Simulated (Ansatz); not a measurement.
Input:

LuBPd₃:
```
CELL_PARAMETERS angstrom
      4.18765     0.00000     0.00000
      0.00000     4.18765     0.00000
      0.00000     0.00000     4.18765
ATOMIC_POSITIONS crystal
  Pd 0.00000 0.50000 0.50000
  Pd 0.50000 0.00000 0.50000
  Pd 0.50000 0.50000 0.00000
  Lu 0.00000 0.00000 0.00000
  B  0.50000 0.50000 0.50000
```

This is the LDA-relaxed structure.

Task: All from plane-wave PAW LDA (Ansatz code), unless another level is named. Estimate the electronic character.

Result: metallic (no gap).

Task: Predict the density of states at the Fermi level.

Result: 0.46 states/eV per atom (mean over ±0.08 eV).

Task: And the formation energy from the elements (no fitted shifts)?

Result: -0.63 eV/atom.

Space group Pm-3m (cubic perovskite). The workflow started from an entry of the Crystallography Open Database (COD). Whether it is the stable phase at ambient conditions was not checked. The cell was relaxed with LDA under the symmetry of its start; of distortions, only those at the zone centre were tested. No spin polarisation was allowed. The references are the lowest solids computed at this level, not always the standard phases. Scalar-relativistic: spin–orbit coupling is off unless named, which matters more the heavier the elements.

Potentials: the later of the program's two PAW sets.
